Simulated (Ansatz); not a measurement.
GaBiN2:
Space group P3m1 (No. 156); a = 3.327 Å, b = 3.327 Å, c = 6.548 Å, α = 90.00°, β = 90.00°, γ = 120.00°

```tsv
atom	site	symmetry	x	y	z
Bi	1b	3m.	0.3333	0.6667	0.9959
N	1b	3m.	0.3333	0.6667	0.4484
Ga	1c	3m.	0.6667	0.3333	0.5063
N	1c	3m.	0.6667	0.3333	0.8194
```

Relaxed at zero pressure with DFT-PBEsol in the program Ansatz with PAW potentials.

Question: The volume is lowered by 9 % and shape and atoms relax at that volume. What pressure results, and how do the axes share the change?

Answer: 10.2 GPa; a -2.2 %, b -2.2 %, c -4.9 %; the energy rises by 39 meV/atom.

Question: Give the new structure.

Answer: 
Space group P3m1 (No. 156); a = 3.2540 Å, b = 3.2540 Å, c = 6.2285 Å, α = 90.00°, β = 90.00°, γ = 120.00°

```json
[
 {"atom": "Bi", "site": "1b", "symmetry": "3m.", "x": "0.3333", "y": "0.6667", "z": "0.0098"},
 {"atom": "N", "site": "1b", "symmetry": "3m.", "x": "0.3333", "y": "0.6667", "z": "0.4359"},
 {"atom": "Ga", "site": "1c", "symmetry": "3m.", "x": "0.6667", "y": "0.3333", "z": "0.5044"},
 {"atom": "N", "site": "1c", "symmetry": "3m.", "x": "0.6667", "y": "0.3333", "z": "0.8199"}
]
```

The phase is kept; no other phase was compared at this pressure.

The start of the workflow was typed in or built on a structure type; neither database checked (COD, Materials Project) lists it. Whether it is the stable phase at ambient conditions was not checked. Symmetry was held in the PBEsol relaxation; whether a distortion lowers the energy is not shown. The volume moved by 23 % from the start of the relaxation. Its formation energy is positive at this level, so the cell may be metastable or incomplete. Spin–orbit coupling is left out wherever it is not named.

Potentials: the earlier of the program's two PAW sets. The files were generated under PBE; for other functionals the program regenerates the frozen cores, and for LDA and PBEsol the local potential too.
